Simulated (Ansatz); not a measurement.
Starting cell, Ga2Cu (space group P4/mmm):

```yaml
crystal:
  lattice:
    - [5.54212, 0.00000, 0.00000]
    - [0.00000, 2.77106, 0.00000]
    - [0.00000, 0.00000, 5.66530]
  atoms:
    - { symbol: Ga, position: [0.25000, 0.50000, 0.28331] }
    - { symbol: Ga, position: [0.75000, 0.50000, 0.28331] }
    - { symbol: Ga, position: [0.25000, 0.50000, 0.71669] }
    - { symbol: Ga, position: [0.75000, 0.50000, 0.71669] }
    - { symbol: Cu, position: [0.00000, 0.00000, 0.00000] }
    - { symbol: Cu, position: [0.50000, 0.00000, 0.00000] }
```

The atoms are displaced by Q × the pattern below (from a DFPT mode at X = (0.5, 0.0, 0.0), largest move 1; Q in Å), at fixed cell. (q is in reciprocal vectors of the primitive cell; the cell shown is doubled to hold the pattern.)

```
atom      x      y       z
----  -----  -----  ------
Ga1   0.000  0.000   1.000
Ga2   0.000  0.000  -1.000
Ga3   0.000  0.000   1.000
Ga4   0.000  0.000  -1.000
```

Atoms not listed stay in place.

These are LDA (plane waves to 420 eV, PAW, scalar-relativistic; Ansatz, a first-principles code) values and carry that method's errors. k mesh 9×17×8 (Γ-centred), Fermi-Dirac smearing 0.05 eV. With partly filled bands, energies and forces of such displacements shift with the k mesh and the smearing. Ga2Cu is run without spin polarisation. Ga2Cu was relaxed with its symmetry unable to fall. 

| Q (Å) | −dE/dQ from forces (eV/Å) |
|---|---|
| -0.100 | 1.256 |
| -0.083 | 1.044 |
| -0.067 | 0.833 |
| -0.050 | 0.624 |
| -0.033 | 0.415 |
| -0.017 | 0.207 |
| 0.000 | 0.000 |
| 0.017 | -0.207 |
| 0.033 | -0.415 |
| 0.050 | -0.624 |
| 0.067 | -0.833 |
| 0.083 | -1.044 |
| 0.100 | -1.256 |

Problem. What harmonic wavenumber does the curvature at Q = 0 give?

Solution. 110 cm⁻¹. E″ = 12.43 eV/Å², M = Σ mᵢ|uᵢ|² = 278.9 u, ν̃ = 521.5·√(|E″|/M).

(For displaced atoms, the force is minus the slope of the energy, and its curvature is a force constant, which sets phonon frequencies.)
